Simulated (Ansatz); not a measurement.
ZrTa (CsCl type, Pm-3m) under volume change, PBEsol (plane waves, PAW; program Ansatz), scaled uniformly.

```json
[
 {"V (Å³/atom)": "17.828", "E − E(relaxed) (meV/atom)": "77.5", "P (GPa)": "15.08"},
 {"V (Å³/atom)": "18.415", "E − E(relaxed) (meV/atom)": "32.9", "P (GPa)": "9.38"},
 {"V (Å³/atom)": "19.003", "E − E(relaxed) (meV/atom)": "7.9", "P (GPa)": "4.39"},
 {"V (Å³/atom)": "19.591", "E − E(relaxed) (meV/atom)": "0.0", "P (GPa)": "0.00"},
 {"V (Å³/atom)": "20.178", "E − E(relaxed) (meV/atom)": "7.3", "P (GPa)": "-3.90"},
 {"V (Å³/atom)": "20.766", "E − E(relaxed) (meV/atom)": "28.1", "P (GPa)": "-7.36"},
 {"V (Å³/atom)": "21.354", "E − E(relaxed) (meV/atom)": "60.8", "P (GPa)": "-10.41"}
]
```

Question: What does a third-order Birch–Murnaghan fit give for V₀, B₀ and B′?

Answer: V₀ = 19.59 Å³/atom, B₀ = 138 GPa, B′ = 3.1.

The start of the workflow was typed in or built on a structure type; neither database checked (COD, Materials Project) lists it. Whether it is the stable phase at ambient conditions was not checked. The cell was relaxed with PBEsol under the symmetry of its start; whether a distortion lowers the energy is not shown. The run is not spin-polarised. Its formation energy is positive at this level, so the cell may be metastable or incomplete. Spin–orbit coupling is left out wherever it is not named.

Potentials: the later of the program's two PAW sets.
